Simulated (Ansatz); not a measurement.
# ZrH: tetragonal deformation path

Theory: Ansatz, DFT PBEsol, scalar-relativistic, plane waves, PAW. Cutoff 420 eV, Γ-centred 16×16×12 k-points, Gaussian smearing of 0.15 eV. No spin polarisation. Energies are free energies at this smearing, counted from the undisturbed cell; pressure is positive in compression.

Zero of the scan (as given, not relaxed at this level; it stands at -2.6 GPa, and it needn't be the usual structure):

```
Zr H
1.0
     3.24279    0.00000    0.00000
     0.00000    3.24279    0.00000
     0.00000    0.00000    4.94800
Zr H
2 2
Direct
  0.00000 0.50000 0.00000
  0.50000 0.00000 0.50000
  0.00000 0.00000 0.75000
  0.00000 0.00000 0.25000
```

At fixed volume and fractional coordinates, lengths along (0.000, 0.000, 1.000) are scaled against those across it; ρ is that ratio over its starting value. The cell is metallic on the mesh throughout.

```
    ρ  ΔE (meV/atom) pressure (GPa)
0.800           35.4            -3.2
0.850           30.3            -2.5
0.920           15.9            -2.1
0.960            6.0            -2.3
1.000            0.0            -2.6
1.050            0.9            -3.0
1.100              ?               ?
1.200              ?               ?
1.300          142.7            -4.1
```

**Question.** Give the withheld values.

**Answer.** ΔE (meV/atom) at ρ = 1.100: 12.1; pressure (GPa) at ρ = 1.100: -3.4; ΔE (meV/atom) at ρ = 1.200: 62.9; pressure (GPa) at ρ = 1.200: -4.1.

Cost: 9 runs of about 2.2 core-minutes in all, on Arm Neoverse V1 (shared hosts).